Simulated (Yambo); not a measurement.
G0W0@PBEsol for Ba$_{2}$OsH$_{6}$ (space group Fm-3m, No. 225) in Yambo. Reference settings: 2×2×2 Γ-centred k mesh, bands 5 to 188 and a 7 Ry block in the screening, 188 bands in G with the Bruneval-Gonze terminator, plasmon pole fitted at 27.2 eV. The PBEsol gap Γ → X on this mesh is 1.85 eV; G0W0 gaps are taken between the same points.

The settings were changed. The gap went from 2.80 eV to 2.68 eV, and the shift of the valence edge from -0.24 eV to -0.11 eV.

### Question
Which change was made?
A) 69 bands in G
B) 1 Ry block
C) 69 bands in W, 69 bands in G
D) 3 Ry block

### Answer
D, 3 Ry block. The others gave (gap, valence shift): 69 bands in W, 69 bands in G: 2.74, 0.13 eV; 69 bands in G: 2.78, -0.15 eV; 1 Ry block: 2.66, 0.05 eV.

Spin-orbit coupling is not included.

Geometry of the Materials Project entry, not relaxed at this level; primitive cell a = b = c = 5.7222 Å, α = β = γ = 60.00°.

The structure is a Materials Project entry; no match was found in the copy of COD used, and its stability was not checked.

A shift is the quasiparticle energy of the state minus its PBEsol energy.
